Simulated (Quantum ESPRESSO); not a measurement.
```
BaNbSrYO6
1.0
    0.00000     4.16742     4.29499
    4.29499     0.00000     4.29499
    4.29499     4.16742     0.00000
Ba Sr Y Nb O
1 1 1 1 6
Direct
  0.25000   0.25000   0.25000
  0.75000   0.75000   0.75000
  0.50000   0.50000   0.50000
  0.00000   0.00000   0.00000
  0.76431   0.23569   0.23569
  0.76315   0.23685   0.76315
  0.23569   0.76431   0.76431
  0.23685   0.76315   0.23685
  0.76431   0.76431   0.23569
  0.23569   0.23569   0.76431
```
The cell was made here from a computed Materials Project entry: strained by -2 % along the cube axis and by +1 % across it, atoms relaxed (PBE without dispersion, pw.x of a modified build of Quantum ESPRESSO, symmetry kept). The parent is BaSrYNbO6 in F-43m; whether this form has been observed was not checked. Stability against distortions was not tested. The run has no spin polarisation.

A lattice sum over point charges, one formal value an element (Ba +2, Sr +2, Y +3, Nb +5, O -2), with no Sternheimer factor, costs far less than a self-consistent run. Taken along the main axis of each site's self-consistent tensor, it gives:

```
site                    V along that axis, point charges (a.u.)
----------------------  ---------------------------------------
Ba (atom 1)                                               0.000
Y (atom 3)                                               -0.011
Nb (atom 4)                                              -0.012
O1 (atoms 5, 7, 9, 10)                                   -0.084
O2 (atoms 6, 8)                                           0.198
```

Task: How do the values of PBE PAW (JTH datasets; density from pw.x of Quantum ESPRESSO, gradients reconstructed from it by a script) compare?

Result: 
```json
[
 {"site": "Ba", "Vzz, PAW (a.u.)": "-0.026", "PAW over point charges": "–"},
 {"site": "Y", "Vzz, PAW (a.u.)": "-0.564", "PAW over point charges": "53"},
 {"site": "Nb", "Vzz, PAW (a.u.)": "-0.609", "PAW over point charges": "52"},
 {"site": "O1", "Vzz, PAW (a.u.)": "0.126", "PAW over point charges": "-1.5"},
 {"site": "O2", "Vzz, PAW (a.u.)": "-0.247", "PAW over point charges": "-1.3"}
]
```
Along that axis the sign differs on O1, O2.  Cores are frozen. Against all-electron runs on small test molecules, this scheme's |Vzz| missed by −2 to +6 % on O. Ba, Y, Nb had no test against all-electron runs. Spin–orbit coupling is left out, a limit on Ba.
